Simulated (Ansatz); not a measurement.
Cu Kα1 powder pattern (kinematic, no thermal factors).
2θ (°) (relative intensity): 17.42 (15), 19.93 (18), 30.41 (46), 35.26 (4), 36.63 (100), 40.49 (20), 40.83 (16), 44.39 (3), 47.23 (2), 51.47 (21), 54.03 (9), 54.76 (2), 58.17 (26), 63.27 (16), 63.93 (2), 67.06 (4), 69.65 (9), 71.13 (15), 73.88 (3), 77.87 (18), 78.09 (3), 80.54 (1), 87.23 (9), 87.60 (2), 87.88 (5)

The pattern is computed from a structure relaxed with DFT PBE, scalar-relativistic, plane waves, PAW, and for the lanthanide a 4f-in-core norm-conserving potential, in Ansatz 0.2.0. No spin polarisation. Its elements are As, Au, Pr.

Give the structure.

PrAs₃Au₂.
Space group P6/mmm (No. 191). a = 5.874 Å, b = 5.874 Å, c = 4.452 Å, α = 90.00°, β = 90.00°, γ = 120.00°
| atom | site | symmetry | x | y | z |
| --- | --- | --- | --- | --- | --- |
| Pr | 1b | 6/mmm | 0.0000 | 0.0000 | 0.5000 |
| As | 3f | mmm | 0.0000 | 0.5000 | 0.0000 |
| Au | 2d | -6m2 | 0.3333 | 0.6667 | 0.5000 |

A pattern alone doesn't exclude other cells with like lines; this is the one computed.

Another cell of PrAs3Au2 relaxed alike, in P4mm, lies 30 meV/atom lower, so this cell isn't the stable form at this level.

The structure comes from a generated guess; another structure or a mixture of phases may lie lower.

The lanthanide is trivalent by construction, without f bands, f moments or other valences.
